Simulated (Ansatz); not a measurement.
# Magnetic states of NaVGe2O6

```
Na V Ge O
1.0
     4.98000   -4.42650    0.00000
     4.98000    4.42650    0.00000
    -1.54920    0.00000    5.26272
Na V Ge O
2 2 4 12
Direct
  0.19450 0.80550 0.25000
  0.80550 0.19450 0.75000
  0.59176 0.40824 0.25000
  0.40824 0.59176 0.75000
  0.11583 0.30681 0.26727
  0.69319 0.88417 0.23273
  0.88417 0.69319 0.73273
  0.30681 0.11583 0.76727
  0.86740 0.40960 0.18510
  0.59040 0.13260 0.31490
  0.13260 0.59040 0.81490
  0.40960 0.86740 0.68510
  0.31030 0.47610 0.36550
  0.52390 0.68970 0.13450
  0.68970 0.52390 0.63450
  0.47610 0.31030 0.86550
  0.12390 0.15470 0.49380
  0.84530 0.87610 0.00620
  0.87610 0.84530 0.50620
  0.15470 0.12390 0.99380
```

Computed with plane-wave PAW DFT (Ansatz 0.2.0): r2SCAN with U_eff = 1.0 eV on V d (all-electron-ortho-atomic projectors), 500 eV cutoff, 4×4×4 Γ-centred mesh, fermi-dirac occupations of width 0.050 eV. The atoms are fixed and numbered as listed; spin is collinear, without spin-orbit coupling.

The cycle has several fixed points for this cell. Moments (μB):

```
state    V3     V4  other atoms together  size of the net moment a cell
    A  1.52   1.52                  0.02                           4.00
    B  0.00   0.00                  0.00                           0.00
    C  1.51  -1.51                  0.00                           0.00
```

Site moments are taken in small spheres that don't touch (radius about 0.4 of the atom's shortest bond), so those of the magnetic atoms read low, and they needn't add up to the net moment. State B was run without spin polarisation.

Q: What is the order in energy at zero smearing?

A: State A (parallel moments) comes first by a margin too small to trust; C (antiparallel, compensated) is level with it, B (without moments) lies 192 meV above it, all counted an atom of the cell. The two lowest differ by only 0.6 meV for each atom with a column above, which mesh or functional could overturn.

Q: Which states have a gap on the mesh, and what pressure does each exert on this cell?

A: A: gap 1.52 eV, 1.3 GPa; B: a narrow gap at most, 0.5 GPa; C: gap 1.71 eV, 1.3 GPa (positive in compression).

Q: What does magnetism gain here?

A: 192 meV an atom of the cell, or 1925 meV for each V atom, against state B, which has none. A run without spin would miss this and give wrong energies and forces. That state isn't the paramagnet, which keeps its moments, so this is no ordering energy, and a U raises it further by its penalty on part-filled orbitals.

The cell is that of a Crystallography Open Database entry, unchanged.

Caveats: only orders that fit this cell and collinear spins were tried, so the true order may need a larger cell or canted moments; atoms and cell are not relaxed, and each state would relax in its own way; the U is a value in common use, not computed for this crystal; the k mesh is coarse, so differences of a few meV are uncertain where a state is a metal; one start a pattern, so a lower state of the same pattern may exist.
